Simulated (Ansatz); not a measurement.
An Ansatz (a quantum-chemistry and plane-wave program) run. Input:

Ansatz 0.2 input:
```yaml
crystal:
  lattice:
    - [2.0517081674, 1.1845542627, 3.3519297454]
    - [-2.0517081674, 1.1845542627, 3.3519297454]
    - [0.0, -2.3691085255, 3.3519297454]
  atoms:
    - { symbol: As, position: [0.0, 0.0, 0.0] }
    - { symbol: Sb, position: [0.5, 0.5, 0.5] }
kpoints:
  mp_grid: { grid: [12, 12, 12] }
hamiltonian:
  xc: r2scan
  pseudopotentials: { kind: paw }
scf:
  occupations: { method: gaussian, width: 0.05 }
checkpoint: { read: metal.run }
output: { bader: true, populations: true }
```

Output (shortened):

```
Pseudopotential: As, paw, valence charge 15
Pseudopotential: Sb, paw, valence charge 15
Functional definition: r2SCAN
Crystal: 2 atoms, lattice volume = 48.878 Å³
Basis set: ecut = 500 eV, 1243 PW (Γ), exchange–correlation on 120×120×120 points (64 copies of the dense FFT grid, shifted against one another)
Bands: 23, of which v1, the nominal top of the filled ones, is band 15 counted from 1 (14 counted from 0)
Symmetry: 12 space group operations
Space group: R-3m (ITA 166), of the structure as read, at distance tolerance 3.7e-5 Å
k-points: 189 of 1728
Stability of the state it starts from, as read at its close in the unpolarized treatment …
iter 1 solved again at ethr=1.08e-7 eV; its pass at ethr=3.10e-3 eV (dr2=3.24e-5 eV) is discarded
SCF iter   1: F=—  HF=-11363.537275 eV  |F-HF|=—  |Δ(HF+E_count)|=         —  Δρ=6.50e-7  dr2=1.13e-10  dr2_τ=8.06e-12  ethr=1.08e-7  ⟨swp⟩=2.9  Hψ=32196  notcnv=0
preconditioner: auto → Kerker (q_TF=auto, 2.515 Å⁻¹)
SCF iter   2: F=-11363.537275 eV  HF=-11363.537275 eV  |F-HF|=7.64e-11  |Δ(HF+E_count)|=   5.08e-8  Δρ=5.27e-7  dr2=7.25e-11  dr2_τ=1.10e-11  ethr=1.00e-12  ⟨swp⟩=6.7  Hψ=18553  notcnv=0
SCF 1 converged in 2 iterations: F = -11363.537275 eV  dr2 = 7.25e-11
SCF converged after 2 iterations
Free energy (F): -11363.537275 eV
Harris-Foulkes:  -11363.537275 eV  (|F-HF|=7.64e-11)
Internal energy: -11363.535073 eV  (E = F + TS)
E sigma→0 (E₀):  -11363.536174 eV
Entropy (-TS):   -0.002202 eV (-1.101 meV/atom)
Fermi energy:    10.878484 eV
--- Per-component energies (eV) ---
  E_band       = -401.542796
  E_kinetic    = 308.473905
  E_local      = -3149.683206  (includes V_loc(G=0)·N_el)
  E_nonlocal   = -307.510065
  E_hartree    = 1604.003539
  E_xc         = -201.435877
  E_vxc        = -187.126011  (∫ρ·V_xc dr)
  E_paw        = -6448.735037  (= ΣΔE_a)
  E_vpaw       = -285.078262  (= ΣTr[D̂ρ^β])
  E_aug_tail   = -0.000006  (compensation charges beyond the density's cutoff)
  E_vtau       = 11.374181  (kinetic-family band-sum trace: ∫τ·v_τ [+ j·A + Jᵃ·Aᵃ] dr)
  E_ewald      = -3167.696955
  E_core_change = -0.951371  (= ΣΔE_core)
  E_smearing   = -0.002202  (= −TS)
  E_closure    = 0.000000  (closes the sum)
  Σ components = -11363.537275   (vs F -11363.537275, Δ=0.00e0)
  [band-id]    e_kinetic+e_local+e_nonlocal+2·e_hartree+e_vxc+e_vpaw+e_augmentation_tail+e_vtau = -401.542387   (vs E_band -401.542796, Δ=4.10e-4)
--- Band table (eV; the first three rows and the last of 189) ---
  k-point 0: bands = ["-25.6828", "-25.6828", "-25.6748", "-25.6746", "-25.6746", "-19.3390", "-19.3390", "-19.3389", "-19.3389", "-19.3389", "-3.5128", "6.0282", "8.8248", "8.8306", "8.8306", "14.7738", "14.7738", "14.7763", "16.5784", "16.5851", "16.5851", …
  k-point 1: bands = ["-25.6827", "-25.6827", "-25.6747", "-25.6746", "-25.6746", "-19.3394", "-19.3394", "-19.3388", "-19.3384", "-19.3384", "-3.4250", "5.5251", "8.8417", "8.8467", "9.1683", "14.3309", "14.3326", "14.4712", "16.5353", "16.7594", "16.7655", …
  k-point 2: bands = ["-25.6825", "-25.6825", "-25.6746", "-25.6745", "-25.6744", "-19.3405", "-19.3405", "-19.3385", "-19.3371", "-19.3371", "-3.1633", "4.4544", "8.8991", "8.9037", "9.7505", "13.4202", "13.4210", "13.8056", "16.6398", "17.2761", "17.2825", …
  k-point 188: bands = ["-25.6818", "-25.6818", "-25.6743", "-25.6738", "-25.6738", "-19.3450", "-19.3450", "-19.3371", "-19.3314", "-19.3314", "-0.9612", "0.2917", "9.7007", "9.7007", "10.5549", "10.5549", "10.8708", "11.7407", "20.5966", "21.5332", …
--- Löwdin populations: 2 sites ---
  site symbol       q [e]
     0     As     15.3148
     1     Sb     14.6069
  spilling = 0.002609 (of n_electrons = 30.000000)
--- Bader charges: 2 sites ---
  site symbol  charge [e]  shift [e]
     0     As     -0.4717     0.0000
     1     Sb      0.4717     0.0000
  shift: an alarm, by how much a part of what the PAW files miss would move the charge. Where it is large, compare
  with a run on PAW files of another source; a small one proves nothing
  estimated error of the sums over rays = 1.7e-4 e
```

Cost: roughly 30 core-seconds on shared cores.

Space group Fm-3m (rock salt). The workflow started from an entry of the Crystallography Open Database (COD); the relaxed space group is not among those it files for this formula. COD files the formula under space group No. 166, so this cell is another polymorph or a model. Whether it is the stable phase at ambient conditions was not checked. Symmetry was held in the r²SCAN relaxation. At this level the phase is dynamically unstable (imaginary phonons). Point labels and valley counts follow the cell and symmetry of the run, lower than the named group. Scalar-relativistic: spin–orbit coupling is off unless named, which matters more the heavier the elements.

Potentials: the later of the program's two PAW sets.

Ansatz is a plane-wave DFT program.
